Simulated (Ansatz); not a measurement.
Values for one crystal, relaxed and computed with LDA in the plane-wave PAW code Ansatz; other levels are named.

- Volume per atom: 30.63 Å³
- Band gap: 1.88 eV (indirect)
- Pressure derivative B′: 5.5
- Conduction-band minimum: at L (4 equivalent valleys)
- Highest zone-centre frequency (without LO–TO term): 293 cm⁻¹
- Bulk modulus (Birch–Murnaghan fit): 26.6 GPa
- Electronic dielectric constant ε∞ (DFPT): 3.68

**Question.** Which compound is it?
A) Rb2TlInCl6, Fm-3m (Rb on 8c, Tl on 4b, In on 4a, Cl on 24e)
B) RbLaTa2O7, P4/mmm (Pearson symbol tP11)
C) Sr2FeH6, Fm-3m (Sr on 8c, Fe on 4a, H on 24e)
D) TlBr, rock salt

**Answer.** A, Rb2TlInCl6, Fm-3m (Rb on 8c, Tl on 4b, In on 4a, Cl on 24e)

The workflow started from a Materials Project entry (that database holds measured and hypothetical structures alike); the Crystallography Open Database copy checked does not list it. Whether it is the stable phase at ambient conditions was not checked. The cell was relaxed with LDA under the symmetry of its start. At this level the phase is dynamically unstable (imaginary phonons). Scalar-relativistic: spin–orbit coupling is off unless named, which matters more the heavier the elements.

Potentials: the later of the program's two PAW sets.
